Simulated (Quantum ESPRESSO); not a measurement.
## One change at a time to AgIn2Sn3W2

These are calculations, not measurements. They come from Quantum ESPRESSO 7.5, a public plane-wave density functional program. Each row is one single-point run on a made-up periodic cell of eight metal atoms, with elements, volume, strain and displacements drawn at random and not relaxed, so a cell may be unstable or far from any real phase. There is no spin polarisation or spin-orbit coupling.

Settings: PBE unless stated; PseudoDojo standard norm-conserving files; Fermi-Dirac width 0.25 eV, which means electrons at about 2900 K; cutoff 1143 eV; 5 x 5 x 4 k mesh shifted half a step off Gamma. E is the free energy of the whole cell (internal energy minus TS), so a -TS column is already part of it. Stress is positive in tension, and the pressure P is minus a third of its trace.

Checks: one run of this series was repeated at a higher cutoff and on a denser mesh, which moved values by no more than 0.002 eV, 0.04 GPa and 0.020 eV/Å, and a second program with other atomic files agreed on it to 2 % rms in force and 0.5 GPa in pressure. Known limits: the tin pseudopotential is less sure than most, with forces differing by about three percent from a second method on plain tin; heavy elements are run without spin-orbit coupling, which real alloys of them have; a spin test at this wide smearing found no moment, but such smearing suppresses magnetism that the real alloy may have.

The lattice is hexagonal close-packed, and the cell vectors in Å are (4.599, -2.655, 0.000); (-3.066, 0.000, -5.041); (3.066, 5.310, 0.000), a volume of 164.12 Å³ in run 1. The elements on sites 1 to 8 are W W Sn Ag Sn In In Sn. Each later run makes one change to run 1 and keeps the rest. E is counted from run 1, and is n/a where other atomic files have another zero of energy.

| run | change | V (Å³) | P (GPa) | -TS (eV) | rms force (eV/Å) | largest change of a force component (eV/Å) | E (eV) |
|---|---|---|---|---|---|---|---|
| 1 | none | 164.12 | 3.55 | -1.133 | 0.753 | 0.000 | 0.000 |
| 2 | sites 2 and 3 exchanged | 164.12 | 2.94 | -1.154 | 0.896 | 1.096 | 0.382 |
| 3 | all lengths scaled by -0.96 % | 159.44 | 7.03 | -1.090 | 0.837 | 0.219 | 0.154 |
| 4 | PBEsol in place of PBE | 164.12 | -1.28 | -1.138 | 0.712 | 0.101 | n/a |
| 5 | Ru on site 1 | 164.12 | 2.67 | -1.270 | 0.740 | 0.388 | n/a |
| 6 | site 7 moved by -0.11 Å along y | 164.12 | 3.64 | -1.137 | 0.749 | 0.619 | ? |

## Worked estimate

Along the move dE = -F dx. The force on site 7 along y is -0.158 eV/Å in run 1 and 0.461 eV/Å in run 6, and the move is -0.11 Å, so the mean force times the move gives an estimate.

## Withheld value

Question: what E should run 6 give?

The estimate is 0.017 eV. The calculation gave 0.016 eV.
